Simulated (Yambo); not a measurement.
A BSE run in Yambo for Cs$_{2}$PdCl$_{4}$ (space group P4/mmm, No. 123) (LDA bands; 2×2×4 mesh, 22 valence and 17 conduction bands, static screening with 129 bands and a 3 Ry block, scissor 2.54 eV, Tamm-Dancoff; field along x) gives:

```json
[
 {"state": "1", "energy (eV)": "1.36", "states within 2 meV": "1", "relative strength": "< 0.01", "class": "dark"},
 {"state": "2", "energy (eV)": "1.54", "states within 2 meV": "2", "relative strength": "< 0.01", "class": "dark"},
 {"state": "3", "energy (eV)": "1.81", "states within 2 meV": "1", "relative strength": "< 0.01", "class": "dark"},
 {"state": "4", "energy (eV)": "2.97", "states within 2 meV": "1", "relative strength": "< 0.01", "class": "dark"},
 {"state": "5", "energy (eV)": "3.34", "states within 2 meV": "2", "relative strength": "< 0.01", "class": "dark"}
]
```

Axes are Cartesian, with cell vectors (Å) (7.51, 0.00, 0.00), (0.00, 7.51, 0.00), (0.00, 0.00, 4.67).

What changes when the window shrinks to 16 valence and 11 conduction bands?

The lowest state goes from 1.364 eV to 1.369 eV, and its distance below the direct gap from 2.790 eV to 2.785 eV. These are vertical excitations (zero momentum). The scissor comes from a G0W0 run whose convergence isn't established.

Spin-orbit coupling is not included.

Geometry of the Materials Project entry, not relaxed at this level; primitive cell a = b = 7.509 Å, c = 4.673 Å, α = β = γ = 90.00°.
